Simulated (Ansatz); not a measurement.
Here is the system:

AlV2C:
```yaml
crystal:
  lattice:
    - [2.85785, 0.00000, 0.00000]
    - [-1.42893, 2.47497, 0.00000]
    - [0.00000, 0.00000, 12.89627]
  atoms:
    - { symbol: Al, position: [0.33333, 0.66667, 0.25000] }
    - { symbol: Al, position: [0.66667, 0.33333, 0.75000] }
    - { symbol: V, position: [0.33333, 0.66667, 0.58536] }
    - { symbol: V, position: [0.66667, 0.33333, 0.41464] }
    - { symbol: V, position: [0.66667, 0.33333, 0.08536] }
    - { symbol: V, position: [0.33333, 0.66667, 0.91464] }
    - { symbol: C, position: [0.00000, 0.00000, 0.00000] }
    - { symbol: C, position: [0.00000, 0.00000, 0.50000] }
```

This is the LDA-relaxed structure. Tensor components refer to the Cartesian frame of this cell.

**Question.** All from the program Ansatz at the LDA level (PAW), unless another level is named. Give the bulk modulus (Birch–Murnaghan fit).

**Answer.** 195 GPa.

**Question.** Give the elastic constants (relaxed ions, GPa).

**Answer.** C11 = 372, C12 = 87.5, C13 = 116, C33 = 353, C44 = 166.

**Question.** Give the highest zone-centre frequency.

**Answer.** 736 cm⁻¹.

Space group P6_3/mmc. The LDA relaxation kept the symmetry of its start. No spin polarisation was allowed. As this level gives no gap, shear constants depend on the k-mesh and smearing (Fermi–Dirac, 0.1 eV here). As this level gives no gap, phonon frequencies hold no LO–TO term and depend on the k-mesh and smearing (Fermi–Dirac, 0.1 eV here).

Potentials: the later of the program's two PAW sets.
